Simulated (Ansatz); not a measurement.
Input:

HfSi$_{2}$:
```cif
data_Hf2Si4
_chemical_formula_sum 'Hf2 Si4'
_space_group_name_H-M_alt 'I4/mmm'
_space_group_IT_number 139
_space_group_name_Hall '-I 4 2'
_cell_length_a 3.27462
_cell_length_b 3.27462
_cell_length_c 9.04986
_cell_angle_alpha 90.000
_cell_angle_beta 90.000
_cell_angle_gamma 90.000
loop_
_atom_site_label
_atom_site_type_symbol
_atom_site_symmetry_multiplicity
_atom_site_Wyckoff_symbol
_atom_site_fract_x
_atom_site_fract_y
_atom_site_fract_z
_atom_site_occupancy
Hf1 Hf 2 a 0.00000 0.00000 0.00000 1
Si1 Si 4 e 0.00000 0.00000 0.31570 1
```
(The calculation used a cell of 3 atoms; values per cell refer to that cell.)

This is the PBE-relaxed structure.

Q: All from plane-wave PAW PBE (Ansatz code), unless another level is named. Estimate the electronic character.

A: metallic (no gap).

Q: What about the density of states at the Fermi level?

A: 0.66 states/eV per atom (mean over ±0.08 eV).

Q: Predict the formation energy from the elements (no fitted shifts).

A: -0.33 eV/atom.

A made-up cell: these elements were put on the sites of a structure type; neither database checked (COD, Materials Project) lists it. COD files the formula under space group No. 63, so this cell is another polymorph or a model. Whether it is the stable phase at ambient conditions was not checked. Symmetry was held in the PBE relaxation; its stability against distortions is not shown here. No spin polarisation was allowed. The references are the lowest solids computed at this level, not always the standard phases. Spin–orbit coupling is left out wherever it is not named.

Potentials: the later of the program's two PAW sets.
